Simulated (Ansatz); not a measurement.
Crystals of one structure type (CsCl type) and one family of elements, relaxed and computed with LDA (plane waves, PAW; program Ansatz).

```json
[
 {"crystal": "ScCu", "V (Å³/atom)": "15.88", "highest Γ mode, no LO–TO term (cm⁻¹)": "198"},
 {"crystal": "ScAu", "V (Å³/atom)": "18.32", "highest Γ mode, no LO–TO term (cm⁻¹)": "?"},
 {"crystal": "ScAg", "V (Å³/atom)": "18.61", "highest Γ mode, no LO–TO term (cm⁻¹)": "173"},
 {"crystal": "LaAg", "V (Å³/atom)": "25.46", "highest Γ mode, no LO–TO term (cm⁻¹)": "107"}
]
```

**Question.** Fit a straight line to ln ω against ln V and predict the withheld value.

**Answer.** Least squares on the 3 shown rows: ln ω = -1.34 × ln V + (9.025), with a scatter of 3 %. For ScAu this gives 169. The run itself gave 156, outside the scatter: the line misses something about this case.

Standing as an ambient phase not checked: ScCu, CsCl type; ScAu, CsCl type; ScAg, CsCl type; LaAg, CsCl type. All cells were relaxed under the symmetry of their starts (and spin orders); stability against distortions was not tested throughout. Rows with no word on spin ran without spin polarisation. Scalar-relativistic: spin–orbit coupling is off unless named, which matters more the heavier the elements.

Potentials: the later of the program's two PAW sets.
